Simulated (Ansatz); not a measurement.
Stiffness of MgS from strained cells

```yaml
crystal:
  lattice:
    - [0.00000, 2.60165, 2.60165]
    - [2.60165, 0.00000, 2.60165]
    - [2.60165, 2.60165, 0.00000]
  atoms:
    - { symbol: Mg, position: [0.00000, 0.00000, 0.00000] }
    - { symbol: S, position: [0.50000, 0.50000, 0.50000] }
```

Atoms are numbered in the order listed.

The cell is COD entry 9008672, as deposited and not checked against the literature; nothing was relaxed.

Computed with Ansatz 0.2.0, DFT, PBEsol, all-electron LAPW, scalar-relativistic.

Sampling and basis: a Γ-centred 10×10×10 k mesh, Fermi–Dirac smearing of 0.03 eV, basis error target 0.25 meV/atom, no spin polarisation.

The unstrained cell is at -0.96 GPa. Large strains and very small stresses are left out. Each strain is applied once, with fractional coordinates held (clamped ions), and σ below is the change of stress, positive in tension. One finite strain gives stress–strain coefficients at this pressure with an error of the order of the strain times third-order constants, a few per cent for each per cent of strain.

**Question.** Estimate the stiffness probed by this change, and the stress that it gives: equal xy, yz and zx engineering shear strains of -1 %.

**Answer.** σxy = -0.53 GPa and γxy = 2εxy = -0.0100, so C44 (clamped ions) = σxy/γxy = 53 GPa.

**Question.** Estimate the stiffness probed by this change, and the stress that it gives: equal xy, yz and zx engineering shear strains of +1 %.

**Answer.** σxy = 0.54 GPa and γxy = 2εxy = 0.0100, so C44 (clamped ions) = σxy/γxy = 54 GPa.
